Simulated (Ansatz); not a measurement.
Given:

TaC:
Space group Fm-3m (No. 225); a = b = c = 4.4137 Å, α = β = γ = 90.00°

```tsv
atom	site	symmetry	x	y	z
C	4a	m-3m	0.0000	0.0000	0.0000
Ta	4b	m-3m	0.5000	0.5000	0.5000
```
(The calculation used a cell of 2 atoms; values per cell refer to that cell.)

This is the LDA-relaxed structure.

Question: All from the program Ansatz at the LDA level (PAW), unless another level is named. Give the bulk modulus (Birch–Murnaghan fit).

Answer: 359 GPa.

Question: And the elastic constants (relaxed ions, GPa)?

Answer: C11 = 815, C12 = 131, C44 = 190.

Question: Give the highest zone-centre frequency.

Answer: 571 cm^-1.

Symmetry was held in the LDA relaxation; of distortions, only those at the zone centre were tested. The run is not spin-polarised. As this level gives no gap, shear constants depend on the k-mesh and smearing (Fermi–Dirac, 0.1 eV here). As this level gives no gap, phonon frequencies hold no LO–TO term and depend on the k-mesh and smearing (Fermi–Dirac, 0.1 eV here). Scalar-relativistic: spin–orbit coupling is off unless named, which matters more the heavier the elements.

Potentials: the later of the program's two PAW sets.
